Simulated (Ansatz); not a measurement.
An Ansatz run on InSbSe4 placed in the structure of BaSrI4 (space group No. 166) left the output below. It starts from a guessed cell.

Structure:
```
In Sb Se
1.0
     2.52784    1.45945    8.06480
    -2.52784    1.45945    8.06480
     0.00000   -2.91890    8.06480
In Sb Se
1 1 4
Direct
  0.00000 0.00000 0.00000
  0.50000 0.50000 0.50000
  0.62280 0.62280 0.62280
  0.87090 0.87090 0.87090
  0.12910 0.12910 0.12910
  0.37720 0.37720 0.37720
```

Output, abridged:
```
Functional definition: PBEsol
Crystal: 6 atoms, lattice volume = 178.519 Å³
Basis set: ecut = 420 eV, 3537 PW (Γ), FFT grids on a1−a3, a2−a3, a3
Bands: 56, of which v1, the nominal top of the filled ones, is band 46 counted from 1 (45 counted from 0)
Symmetry: 12 space group operations
Space group: R-3m (ITA 166)
k-points: 32 of 216
preconditioner: auto → LDOS  [metal: Δε(μ)=0.022 eV  σ=0.030 eV  ℏωp=18.0 eV  β→1.0]
relax step 1: F+E_penalty+E_count = -33629.29804683 eV  max|allowed force component| = 3.574e-1 eV/Å  Δτ_max = 0.0000 Å  P = -6.470 GPa  Ω = 178.519 Å³
relax step 2: F+E_penalty+E_count = -33629.98389320 eV  max|allowed force component| = 3.577e-1 eV/Å  Δτ_max = 0.0811 Å  P = -0.758 GPa  Ω = 154.897 Å³
relax step 3: F+E_penalty+E_count = -33630.07106499 eV  max|allowed force component| = 1.037e-1 eV/Å  Δτ_max = 0.1263 Å  P = +1.305 GPa  Ω = 149.642 Å³
relax step 4: F+E_penalty+E_count = -33630.09601400 eV  max|allowed force component| = 6.315e-2 eV/Å  Δτ_max = 0.0466 Å  P = +0.282 GPa  Ω = 152.081 Å³
relax step 5: F+E_penalty+E_count = -33630.12023345 eV  max|allowed force component| = 4.554e-2 eV/Å  Δτ_max = 0.0831 Å  P = -0.432 GPa  Ω = 153.830 Å³
relax step 6: F+E_penalty+E_count = -33630.17987064 eV  max|allowed force component| = 2.509e-1 eV/Å  Δτ_max = 0.1952 Å  P = -0.718 GPa  Ω = 154.248 Å³
relax step 7: F+E_penalty+E_count = -33630.24428217 eV  max|allowed force component| = 2.497e-1 eV/Å  Δτ_max = 0.1952 Å  P = -1.297 GPa  Ω = 153.155 Å³
relax step 8: F+E_penalty+E_count = -33630.35895354 eV  max|allowed force component| = 1.816e-1 eV/Å  Δτ_max = 0.2000 Å  P = +0.197 GPa  Ω = 145.421 Å³
relax step 9: F+E_penalty+E_count = -33630.47769866 eV  max|allowed force component| = 4.528e-1 eV/Å  Δτ_max = 0.1831 Å  P = +0.575 GPa  Ω = 140.680 Å³
relax step 10: F+E_penalty+E_count = -33630.54095536 eV  max|allowed force component| = 1.710e-1 eV/Å  Δτ_max = 0.1951 Å  P = -1.430 GPa  Ω = 142.376 Å³
relax step 11: F+E_penalty+E_count = -33630.52895860 eV  max|allowed force component| = 1.073e-1 eV/Å  Δτ_max = 0.1918 Å  P = +0.541 GPa  Ω = 136.586 Å³  (rejected)
relax step 12: F+E_penalty+E_count = -33630.55864073 eV  max|allowed force component| = 1.011e-1 eV/Å  Δτ_max = 0.0929 Å  P = +1.257 GPa  Ω = 136.679 Å³
relax step 13: F+E_penalty+E_count = -33630.57400153 eV  max|allowed force component| = 4.977e-2 eV/Å  Δτ_max = 0.0256 Å  P = -0.063 GPa  Ω = 138.809 Å³
relax step 14: F+E_penalty+E_count = -33630.57492507 eV  max|allowed force component| = 4.566e-3 eV/Å  Δτ_max = 0.0083 Å  P = -0.006 GPa  Ω = 138.682 Å³
relax step 15: F+E_penalty+E_count = -33630.57268683 eV  max|allowed force component| = 4.794e-3 eV/Å  Δτ_max = 0.0000 Å  P = -0.019 GPa  Ω = 138.682 Å³  (SCF on a basis re-selected at this cell)
SCF converged after 6 iterations
Free energy (F): -33630.572687 eV
Internal energy: -33630.558120 eV  (E = F + TS)
E sigma→0 (E₀):  -33630.565403 eV
Entropy (-TS):   -0.014567 eV (-2.428 meV/atom)
Fermi energy:    10.276925 eV
--- Forces (eV/Å), atoms counted from 1 ---
  atom   1  In      0.00000      0.00000      0.00000
  atom   2  Sb      0.00000      0.00000      0.00000
  atom   3  Se      0.00000      0.00000      0.00090
  atom   4  Se      0.00000      0.00000    -0.00479
  atom   5  Se      0.00000      0.00000      0.00479
  atom   6  Se      0.00000      0.00000    -0.00090
--- Stress (GPa, compression-positive) ---
       -0.026452       0.000000       0.000000
        0.000000      -0.026452       0.000000
        0.000000       0.000000      -0.004994
  P = ⅓ Tr σ = -0.0193 GPa (-0.193 kbar)
--- Relaxed structure (14 steps of the walk, 13 accepted, 1 SCFs on fresh bases) ---
  F+E_penalty+E_count = -33630.57268683 eV   max|allowed force component| = 4.794e-3 eV/Å
  cell:  # Å, volume = 138.6822 Å³
    - [2.610481, 1.507162, 5.874746]
    - [-2.610481, 1.507162, 5.874746]
    - [0.000000, -3.014324, 5.874746]
  atoms:
    - { symbol: In, position: [0.000000, 0.000000, 0.000000] }
    - { symbol: Sb, position: [0.500000, 0.500000, 0.500000] }
    - { symbol: Se, position: [0.662358, 0.662358, 0.662358] }
    - { symbol: Se, position: [0.845221, 0.845221, 0.845221] }
    - { symbol: Se, position: [0.154779, 0.154779, 0.154779] }
    - { symbol: Se, position: [0.337642, 0.337642, 0.337642] }
```

Question: What input produced it? Give the YAML.

Answer:
```yaml
crystal:
  # lattice and atoms as above
kpoints:
  mp_grid: { grid: [6, 6, 6] }
hamiltonian:
  xc: pbesol
scf:
  occupations: { method: fermi_dirac, width: 0.03 }
relax:
  f_tol: 0.01
  cell: {}
  max_steps: 120
```
The relax steps with a changing cell volume need the relax block with cell. This is the file that was run, less any keys that only write grids; thresholds and some counts can't be read off the log exactly.

Command: `ansatz run input.yaml --threads 2 --pin off --max-ram 2211MiB --backend cpu --events-out ev --progress --plain --runs-dir out`. Wall time 2.2 min on 2 threads of Arm Neoverse V1, with other jobs on the host; peak host memory 0.64 GiB.

The cell comes from a prototype generator: it can be a known phase or a hypothetical one. Spin polarisation is off.
